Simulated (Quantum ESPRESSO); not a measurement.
# GaSi6N: a curve over one atom's position

Simulated, not a measurement. The program is pw.x of Quantum ESPRESSO 7.5 (plane-wave density functional theory). The cell is made up: 8 atoms on a zincblende/diamond lattice, with randomly drawn elements, strain and displacements, not relaxed. PseudoDojo standard norm-conserving files (v0.5 for PBE, v0.4.1 for LDA and PBEsol) set the functional; there is no spin polarisation, spin-orbit coupling or dispersion term, and the masses in the input are unused placeholders.

Seven runs move atom 8 (Si, counted in the order of the input) along y and keep all else fixed.

Input of the run at -0.0070:

```
&control calculation='scf', pseudo_dir='./dojo.nc.sr.pbe.v0_5.standard.upf', outdir='./o', disk_io='low', tprnfor=.true., tstress=.true. /
&system ibrav=0, nat=8, ntyp=3, nbnd=31, ecutwfc=84.00895049, nosym=.true., tot_charge=0,
 occupations='smearing', smearing='fd', degauss=0.0073498644
/
&electrons conv_thr=7.350e-09, electron_maxstep=60, /
ATOMIC_SPECIES
Ga 1.0 Ga.upf
N 1.0 N.upf
Si 1.0 Si.upf
CELL_PARAMETERS angstrom
5.4745 0.0 0.0
0.0 5.4745 0.0
0.0 0.0 5.4745
ATOMIC_POSITIONS angstrom
Ga 0.025 -0.0335 0.0037
Si -0.0216 2.7942 2.7047
N 2.7423 -0.0362 2.7625
Si 2.7477 2.7461 0.0166
Si 1.3907 1.4003 1.3552
Si 1.3501 4.127 4.1062
Si 4.1237 1.448 4.1139
Si 4.088 4.1001 1.375
K_POINTS automatic
6 6 6 1 1 1
```

```
shift of atom 8 along y (Å)  free energy less that of the input shown (eV)  Fx on atom 8 (eV/Å)  Fy on atom 8 (eV/Å)  Fz on atom 8 (eV/Å)  pressure (GPa)  iterations
                    -0.1079                                         0.1931               -0.784                2.404                0.495           -5.07          11
                    -0.0357                                         0.0448               -0.994                1.702                0.757           -5.45          11
                    -0.0070                                         0.0000               -1.087                1.417                0.870           -5.58          11
                    +0.0104                                        -0.0231               -1.146                1.243                0.940           -5.65          11
                    +0.1006                                        -0.0946               -1.483                0.343                1.332           -5.94          11
                    +0.1102                                        -0.0975               -1.521                0.248                1.377           -5.96          11
```

Question: one run is left out of the table, at -0.0917. Estimate its Fy on atom 8 (eV/Å).

Answer: 2.249. The whole row:

| shift of atom 8 along y (Å) | free energy less that of the input shown (eV) | Fx on atom 8 (eV/Å) | Fy on atom 8 (eV/Å) | Fz on atom 8 (eV/Å) | pressure (GPa) | iterations |
| --- | --- | --- | --- | --- | --- | --- |
| -0.0917 | 0.1555 | -0.828 | 2.249 | 0.551 | -5.16 | 11 |

A cubic fit gives dFy/dy = -9.97 eV/Å² at zero shift. Across the table the free energy follows the integral of the force to within 0.1 meV. A rerun of one of the cells at 1437 eV and a 8 x 8 x 8 mesh moved values by no more than 0.004 eV in energy, 0.03 GPa in stress and 0.014 eV/Å in force.